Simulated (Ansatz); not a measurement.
ZnCu (Cmmm): energy against the cell's spin moment

```yaml
crystal:
  lattice:
    - [1.48804, -2.12128, 0.00000]
    - [1.48804, 2.12128, 0.00000]
    - [0.00000, 0.00000, 4.14075]
  atoms:
    - { symbol: Zn, position: [0.50000, 0.50000, 0.50000] }
    - { symbol: Cu, position: [0.00000, 0.00000, 0.00000] }
```

The geometry is a structure from the Materials Project, held fixed and not relaxed.

Functional, mesh and filling: LDA, 16×16×9 k mesh, Fermi–Dirac smearing of 0.05 eV. PAW means Ansatz 0.2.0 on its default frozen-core files; LAPW is all-electron LAPW in Ansatz 0.2.0. Site moments are integrated in spheres about the atoms, whose radii differ between the methods. Start moments of the first PAW run (μB): Cu2 0.7.

Each run fixes M = N↑ − N↓ with two Fermi levels; the holding field B = (E_F↑ − E_F↓)/2μB is the slope of the free energy against M over μB. Energies count from each method's free run. The held moment starts spread evenly over Cu2.

Does the cell keep a net moment when the moments are free, and how does its energy change with a held moment?

The free run has no net moment (M = 0.00 μB). 
```csv
M (μB/cell),ΔF PAW (meV/cell),ΔF LAPW (meV/cell),"B, PAW (T)","largest site moment, PAW (μB)","pressure, PAW (GPa)"
0.00,0.0,–,–,0.00,-11.4
0.05,+1.9,+1.9,+1335,0.02,-11.4
0.15,+20.1,+20.1,+4898,0.06,-11.4
0.30,+81.3,+81.3,+9191,0.12,-11.1
0.50,+222.2,+222.2,+15092,0.20,-10.5
0.80,+579.0,–,+25430,0.31,-8.2
1.20,+1275.9,–,+35052,0.48,-3.6
```

Check μB·B = dF/dM between M = 0.15 and 0.30 μB with the PAW numbers.

ΔF/ΔM = +61.1 meV / 0.15 = +407.5 meV per μB, which is +7040 T with μB = 0.05788 meV/T. The mean of the two holding fields is +7045 T. The slope equals the mean of B over the step, so the two agree where B(M) is nearly straight between its ends, and here they lie within a tenth of each other.

Separate runs put a uniform field on the spins (g = 2):

```csv
field (T),M PAW (μB/cell),M LAPW (μB/cell)
500,0.020,0.020
1000,0.038,0.038
```

The PAW files were made with PBE; the program remakes their cores once for the run's functional and then keeps them frozen. The Ansatz runs typed with the search for lower states off end where their start leads. These are results for the start and cell typed. The real compound can order otherwise, in a larger cell, or not at all, since semilocal functionals at zero temperature often overstate magnetism.
